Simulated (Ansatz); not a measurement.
## KGeF3 (cubic perovskite) under strain

KGeF3, cubic perovskite, relaxed with r2SCAN in the plane-wave code Ansatz. The symmetry is Pm-3m (No. 221, cubic); conventional cell a = 4.388 Å, 16.89 Å³ an atom. Around K lie 12 F at 3.10 Å; around Ge lie 6 F at 2.19 Å; around F lie 2 Ge at 2.19 Å and 4 K at 3.10 Å.

The axes x, y and z are those of this cell:
```
CELL_PARAMETERS angstrom
4.38753 0.00000 0.00000
0.00000 4.38753 0.00000
0.00000 0.00000 4.38753
ATOMIC_POSITIONS crystal
K 0.00000 0.00000 0.00000
Ge 0.50000 0.50000 0.50000
F 0.50000 0.50000 0.00000
F 0.50000 0.00000 0.50000
F 0.00000 0.50000 0.50000
```

Unstrained: With PBE the gap is 1.789 eV and direct, at R. The r2SCAN gap is direct at R: 2.039 eV. The HSE06 gap is direct at R: 2.707 eV. Meshes: PBE 6×6×6, r2SCAN 6×6×6, HSE06 4×4×4. Strains are changes of length per length, and xy shears are angles. After each strain the atoms were relaxed again with r2SCAN within the symmetry that the strain leaves, so tilts or polar shifts that break it weren't tested; points keep the names that they have in the unstrained zone. No spin polarisation. The prototype was imposed, so other structures may be more stable.

Changes of the least gap in eV (an overlap counts as a negative gap):
```
                                     strain  volume change (%)  space group     PBE  r2SCAN   HSE06  energy rise, r2SCAN (meV/atom)
           isotropic +2.5 % on every length               +7.7        Pm-3m  +0.331  +0.350  +0.385                            15.6
xy shear, engineering strain (angle) -3.0 %                0.0         Cmmm  -0.096  -0.108  -0.103                             0.6
                    uniaxial -1.5 % along x               -1.5       P4/mmm  -0.119  -0.128  -0.131                             1.3
           isotropic -2.0 % on every length               -5.9        Pm-3m  -0.312  -0.331  -0.358                            11.7
```

Isotropic +2.5 % on every length. HSE06: the gap goes from 2.707 to 3.092 eV (+0.385 eV). Stress change with r2SCAN, compression positive: xx -3.61, yy -3.61, zz -3.61 GPa. For HSE06, dE_g/d ln V = 5.2 eV over this step.

Xy shear, engineering strain (angle) -3.0 %. HSE06: the gap goes from 2.707 to 2.604 eV (-0.103 eV). Stress change with r2SCAN, compression positive: xx 0.00, yy 0.00, zz 0.00, xy +0.36 GPa.

Uniaxial -1.5 % along x, other directions held. HSE06: the gap goes from 2.707 to 2.576 eV (-0.131 eV). Stress change with r2SCAN, compression positive: xx +1.71, yy +0.52, zz +0.52 GPa.

Isotropic -2.0 % on every length. HSE06: the gap goes from 2.707 to 2.349 eV (-0.358 eV). Stress change with r2SCAN, compression positive: xx +4.00, yy +4.00, zz +4.00 GPa. For HSE06, dE_g/d ln V = 5.9 eV over this step.

Spin-orbit coupling is left out.

The meshes of the hybrids are coarse, so their gaps aren't converged to the digits shown.
